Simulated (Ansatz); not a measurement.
Relaxed-ion elastic tensor of AgI (zinc blende, space group No. 216) in GPa (Voigt order), PBEsol (plane waves, PAW; program Ansatz); density 5.81 g/cm³, 33.54 Å³ per atom.

```
      1     2     3    4    5    6
-  ----  ----  ----  ---  ---  ---
1  38.9  31.9  31.9  0.0  0.0  0.0
2  31.9  38.9  31.9  0.0  0.0  0.0
3  31.9  31.9  38.9  0.0  0.0  0.0
4   0.0   0.0   0.0  9.8  0.0  0.0
5   0.0   0.0   0.0  0.0  9.8  0.0
6   0.0   0.0   0.0  0.0  0.0  9.8
```

Task: Is the crystal mechanically stable?

Result: Yes: the smallest eigenvalue of C is 7.0 GPa.

Task: Work out the Voigt, Reuss and Hill averages.

Result: K_V = 34.3, K_R = 34.3, K_H = 34.3; G_V = 7.3, G_R = 5.7, G_H = 6.5 GPa.

Task: Give Young's modulus, Poisson's ratio, Pugh's ratio and the universal anisotropy index.

Result: E = 9KG/(3K + G) = 18.3 GPa; ν = 0.41; K/G = 5.27 (ductile by the Pugh limit of 1.75); A_U = 5G_V/G_R + K_V/K_R − 6 = 1.41.

Task: Estimate the sound speeds and the Debye temperature.

Result: v_l = √((K + 4G/3)/ρ) = 2720 m/s, v_t = √(G/ρ) = 1060 m/s, mean 1200 m/s; Θ = (h/k)(3n/4πV)^(1/3) v_m = 111 K.

Task: Give the Zener ratio and Young's modulus along [100], [110] and [111].

Result: A = 2C44/(C11 − C12) = 2.82; 1/E = S11 − 2(S11 − S12 − S44/2)Γ with Γ = 0, 1/4, 1/3 gives 10.1, 19.0, 27.0 GPa.

Task: Solve the Christoffel equation for the three sound speeds along [100], [110], [111].

Result: Eigenvalues of C_ijkl n_j n_l equal ρv² (piezoelectric stiffening left out). In km/s, slowest first: [100] 1.30, 1.30, 2.59; [110] 0.77, 1.30, 2.79; [111] 0.98, 0.98, 2.86.

Space group F-43m (zinc blende). The PBEsol relaxation kept the symmetry of its start. The run is not spin-polarised. Spin–orbit coupling is left out wherever it is not named.

Potentials: the later of the program's two PAW sets.
